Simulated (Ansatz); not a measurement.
Polymorphs of CaO, each relaxed with the program Ansatz at the LDA level (PAW):

A: P6_3/mmc
a = b = 3.909 Å, c = 4.684 Å, α = β = 90.00°, γ = 120.00°

```
atom  site  symmetry       x       y       z
----  ----  --------  ------  ------  ------
Ca      2d      -6m2  0.6667  0.3333  0.2500
O       2c      -6m2  0.3333  0.6667  0.2500
```

B: rock salt (Fm-3m)
a = 4.708 Å, b = 4.708 Å, c = 4.708 Å, α = 90.00°, β = 90.00°, γ = 90.00°

```json
[
 {"atom": "Ca", "site": "4a", "symmetry": "m-3m", "x": "0.0000", "y": "0.0000", "z": "0.0000"},
 {"atom": "O", "site": "4b", "symmetry": "m-3m", "x": "0.5000", "y": "0.5000", "z": "0.5000"}
]
```

Put the candidates in order of energy per atom at 0 K, lowest first, for LDA.

B (+0 meV/atom), A (+111 meV/atom)

Give each one's gap.

A 3.22 eV; B 3.45 eV.

Not the usual ambient phase: A. All cells were relaxed under the symmetry of their starts (and spin orders); stability against distortions was not tested throughout.

Energies hold the estimated change up to a 700 eV cutoff; steps of a few meV lie near the error of the meshes.

Potentials: the later of the program's two PAW sets.
